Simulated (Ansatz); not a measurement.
V, DFT, PBEsol, all-electron PAW with datasets made for the crystal, scalar-relativistic (Ansatz 0.2.0), run on 1 thread of Arm Neoverse V1 on a shared host.

The cell comes from COD entry 7101267, which wasn't checked; take it as a given geometry. The listed cell was then made from it by scaling, straining or moving an atom.

Command: `ansatz run input.yaml --threads 1 --pin off --max-ram 3072MiB --backend cpu --events-out ev --progress --plain --runs-dir out`

```yaml
crystal:
  lattice:
    - [-1.513, 1.513, 1.46761]
    - [1.513, -1.513, 1.46761]
    - [1.513, 1.513, -1.46761]
  atoms:
    - { symbol: V, position: [0.0, 0.0, 0.0], spin: 1.5 }
magnetization:
  spin_polarized: true
kpoints:
  mp_grid: { grid: [19, 19, 19] }
scf:
  occupations: { method: fermi_dirac, width: 0.03 }
hamiltonian:
  xc: pbesol
  pseudopotentials: { kind: all_electron, datasets: crystal }
output:
  forces: true
  stress: true
  eigenvalues: true
  efg: { contact_densities: true }
```

How large is the problem that the program sets up?

550 irreducible k-points, 141 plane waves at Γ, 12 bands.

About how long does it take, and how much memory does it use?

51 s of wall time for 7 SCF iterations, with a peak of 0.76 GiB. Times on shared machines scatter by tens of per cent.

And the same cell and mesh by PAW with the default files, asked for forces, stress, eigenvalues, efg, on the same hardware?

17 s, peak memory 0.47 GiB.
